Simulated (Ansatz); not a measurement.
WS$_{2}$:
```
CELL_PARAMETERS angstrom
      1.56506     0.90359     6.05935
     -1.56506     0.90359     6.05935
      0.00000    -1.80718     6.05935
ATOMIC_POSITIONS crystal
  W  0.99934 0.99934 0.99934
  S  0.58015 0.58015 0.58015
  S  0.75181 0.75181 0.75181
```

Relaxed with LDA. Special points in fractions of this cell's reciprocal vectors: Γ (0.000, 0.000, 0.000); T (0.500, 0.500, 0.500); H2 (0.819, 0.181, 0.500); H0 (0.500, -0.181, 0.181); L (0.500, 0.000, 0.000); S0 (0.341, -0.341, 0.000); S2 (0.659, 0.000, 0.341); F (0.500, 0.000, 0.500).

Task: List the band energies nearest the valence-band maximum at these points for plane-wave PAW LDA (Ansatz code).

Result: In eV from the valence-band maximum; about four levels below and three above (degenerate sets whole), none deeper than 8.9 eV; points with the same levels are listed once.

```json
[
 {"k": "Γ", "below": "-2.36 -2.36 -1.47 -1.44", "above": "2.19 2.19 2.54 2.54"},
 {"k": "T", "below": "-3.65 -3.65 -2.32 -2.32 0.00", "above": "2.30 2.30 2.38 2.38"},
 {"k": "H2", "below": "-4.73 -4.19 -3.09 -0.78", "above": "1.25 2.40 3.54"},
 {"k": "L", "below": "-4.28 -2.62 -1.82 -1.80", "above": "2.31 2.53 3.58"},
 {"k": "S0", "below": "-4.74 -4.10 -3.15 -0.76", "above": "1.22 2.41 3.48"},
 {"k": "F", "below": "-4.18 -3.32 -2.04 -1.61", "above": "2.26 2.70 3.13"}
]
```

Space group R3m. The workflow started from a Materials Project entry (that database holds measured and hypothetical structures alike); the Crystallography Open Database files this formula in space group No. 160, but the cells were not matched. It is not the phase usual at ambient conditions (space group No. 194). The cell was relaxed with LDA under the symmetry of its start; its stability against distortions is not shown here. No spin polarisation was allowed. A crystal of weakly bound layers computed without a dispersion correction: the cell and the soft elastic constants depend strongly on that. Spin–orbit coupling is left out wherever it is not named.

Potentials: the earlier of the program's two PAW sets. The files were generated under PBE; for other functionals the program regenerates the frozen cores, and for LDA and PBEsol the local potential too.
